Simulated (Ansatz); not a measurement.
LaTaO₄:
Space group Cmc2₁ (No. 36); a = 3.953 Å, b = 14.712 Å, c = 5.649 Å, α = β = γ = 90.00°

| atom | site | symmetry | x | y | z |
|---|---|---|---|---|---|
| La | 4a | m.. | 0.0000 | 0.1713 | 0.1693 |
| Ta | 4a | m.. | 0.0000 | 0.4148 | 0.2164 |
| O | 4a | m.. | 0.0000 | 0.0866 | 0.7493 |
| O | 4a | m.. | 0.0000 | 0.5307 | 0.0591 |
| O | 4a | m.. | 0.0000 | 0.3010 | 0.4230 |
| O | 4a | m.. | 0.0000 | 0.6633 | 0.4496 |
(The calculation used a cell of 12 atoms; values per cell refer to that cell.)

Relaxed with r²SCAN.

Which orbitals make up the states near the band edges in r²SCAN in the plane-wave PAW code Ansatz?

Top 1 eV of the valence band: O 2p 92 %. Bottom 1 eV of the conduction band: Ta 5d 71 %, O 2p 12 %, La 4f 8 %, La 5d 6 %. Projections are on Löwdin-orthogonalised atomic valence shells; empty p or d shells of many metals are not among them.

Tabulate the density of states.

States/eV per cell of 12 atoms, in 0.25 eV bins, energy from the valence-band maximum.

```
E (eV)  total   O 2p  La 4f  Ta 5d
------  -----  -----  -----  -----
-7.85    0.00   0.00   0.00   0.00
-7.60    0.00   0.00   0.00   0.00
-7.35    0.00   0.00   0.00   0.00
-7.10    0.00   0.00   0.00   0.00
-6.85    0.00   0.00   0.00   0.00
-6.60    0.00   0.00   0.00   0.00
-6.35    0.00   0.00   0.00   0.00
-6.10    0.00   0.00   0.00   0.00
-5.85    0.00   0.00   0.00   0.00
-5.60    0.00   0.00   0.00   0.00
-5.35    2.14   1.46   0.00   0.50
-5.10    1.77   1.22   0.00   0.40
-4.85    1.46   1.01   0.00   0.32
-4.60    1.70   1.16   0.00   0.37
-4.35   15.49  10.58   0.05   3.18
-4.10    7.10   4.79   0.02   1.65
-3.85    6.66   4.48   0.02   1.55
-3.60    6.39   4.40   0.02   1.29
-3.35    9.04   6.35   0.03   1.56
-3.10   11.43   8.21   0.06   1.81
-2.85    8.56   6.41   0.06   1.11
-2.60   11.97   9.27   0.11   1.22
-2.35    7.34   5.81   0.07   0.69
-2.10    5.97   4.93   0.07   0.37
-1.85   10.09   8.44   0.13   0.43
-1.60   11.31   9.70   0.14   0.43
-1.35   12.87  11.23   0.17   0.40
-1.10   11.24  10.00   0.15   0.25
-0.85   14.48  13.04   0.22   0.28
-0.60   14.52  13.29   0.27   0.18
-0.35   13.60  12.62   0.26   0.11
-0.10    6.86   6.52   0.10   0.03
0.15     0.00   0.00   0.00   0.00
0.40     0.00   0.00   0.00   0.00
0.65     0.00   0.00   0.00   0.00
0.90     0.00   0.00   0.00   0.00
1.15     0.00   0.00   0.00   0.00
1.40     0.00   0.00   0.00   0.00
1.65     0.00   0.00   0.00   0.00
1.90     0.00   0.00   0.00   0.00
2.15     0.00   0.00   0.00   0.00
2.40     0.00   0.00   0.00   0.00
2.65     0.00   0.00   0.00   0.00
2.90     0.00   0.00   0.00   0.00
3.15     0.00   0.00   0.00   0.00
3.40     0.00   0.00   0.00   0.00
3.65     0.00   0.00   0.00   0.00
3.90     0.43   0.05   0.03   0.33
4.15     3.24   0.37   0.17   2.51
4.40     2.18   0.28   0.15   1.61
4.65     1.88   0.26   0.21   1.25
4.90     5.32   0.70   0.98   2.92
5.15    14.49   1.85   4.29   6.94
5.40    14.03   1.20   7.63   3.88
5.65    55.24   1.21  48.75   2.80
5.90    38.05   1.78  30.61   4.17
6.15    18.28   1.68  11.93   3.37
6.40     5.47   0.89   1.41   1.90
6.65     5.74   0.78   0.88   1.18
6.90    10.21   1.09   0.94   0.81
```

Space group Cmc2_1. The workflow started from a Materials Project entry (that database holds measured and hypothetical structures alike); the Crystallography Open Database files this formula in space group No. 36, but the cells were not matched. Whether it is the stable phase at ambient conditions was not checked. The r²SCAN relaxation kept the symmetry of its start; its stability against distortions is not shown here. No spin polarisation was allowed. Scalar-relativistic: spin–orbit coupling is off unless named, which matters more the heavier the elements.

Potentials: the later of the program's two PAW sets.
